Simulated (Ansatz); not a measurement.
Ru2C in space group P-3m1 (No. 164; C on 1a, Ru on 2d) at seven volumes, r²SCAN (plane waves, PAW; program Ansatz), shape and atoms relaxed at each. One row is withheld.

```
V (Å³/atom)  P (GPa)
-----------  -------
10.195             ?
10.531         21.17
10.867          9.58
11.203          0.00
11.539         -7.87
11.875        -14.13
12.211        -19.07
```

### Question
Fit the shown pressures and predict the withheld one.

### Answer
P = (3/2)B₀(x^(7/2) − x^(5/2))[1 + (3/4)(B′ − 4)(x − 1)] with x = (V₀/V)^(2/3). Least squares on the six rows gives V₀ = 11.201 Å³/atom, B₀ = 287 GPa, B′ = 5.92. At V = 10.195, x = 1.0647 and P = 35.65 GPa. The run itself gave 35.10 GPa.

A made-up cell: these elements were put on the sites of a structure type; neither database checked (COD, Materials Project) lists it. Its standing as an ambient phase is unchecked. Symmetry was held in the r²SCAN relaxation; its stability against distortions is not shown here. The run is not spin-polarised.

Potentials: the earlier of the program's two PAW sets.
